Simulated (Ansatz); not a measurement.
# Piezoelectric films for bulk acoustic wave filters

Plane-wave DFT in Ansatz, LDA, scalar-relativistic PAW potentials, cutoff 420 eV, no spin-orbit coupling; no spin polarisation. Relaxed polar crystals, polar axis along z; elastic and piezoelectric constants with ions relaxed at zero field, permittivity at fixed strain.

| crystal | atoms in primitive cell | e33, size (C/m²) | C33 (GPa) | ε33 | density (kg/m³) |
| --- | --- | --- | --- | --- | --- |
| SiC (P6_3mc) | 4 | 0.513 | 563.4 | 11.30 | 3282 |
| CdS (P6_3mc) | 4 | 0.436 | 104.2 | 9.94 | 5029 |
| AlN (P6_3mc) | 4 | 1.671 | 369.9 | 9.53 | 3333 |

Task: Give the thickness-mode coupling, the sound velocity along z and the film thickness for 2.4 GHz.

Result: The field stiffens the wave: C^D = C33 + e33²/(ε33 ε₀), k_t² = e33²/(ε33 ε₀ C^D), v = √(C^D/ρ), ε₀ = 8.854×10⁻¹² F/m, and a free plate has its parallel resonance (open circuit) at t = v/2f.
| crystal | C^D (GPa) | k_t² (%) | v (m/s) | t (nm) |
| --- | --- | --- | --- | --- |
| AlN (P6_3mc) | 403.0 | 8.22 | 10996 | 2291 |
| CdS (P6_3mc) | 106.3 | 2.04 | 4598 | 958 |
| SiC (P6_3mc) | 566.0 | 0.47 | 13133 | 2736 |

AlN (P6_3mc) couples most, with the largest e33 as well. The series resonance lies below the parallel one by a share of about 4k_t²/π², 3.3 % for AlN (P6_3mc), and that spacing sets a filter's bandwidth. Measured AlN films reach a k_t² of about 6.5 %. An e33 under 0.5 C/m², as in CdS (P6_3mc), is often what is left of a clamped-ion and an internal-strain part of opposite sign, so k_t², which goes as its square, can be off twofold or more there. Electrodes add mass, so a real film is thinner for the same frequency; losses, leakage and the temperature drift weren't computed.

Cost: about 64 core-minutes for the runs cited, on Arm Neoverse V1, Intel Xeon Platinum 8259CL (Skylake/Cascade Lake), Intel Xeon Processor @ 2.50GHz (Skylake/Cascade Lake) (shared hosts).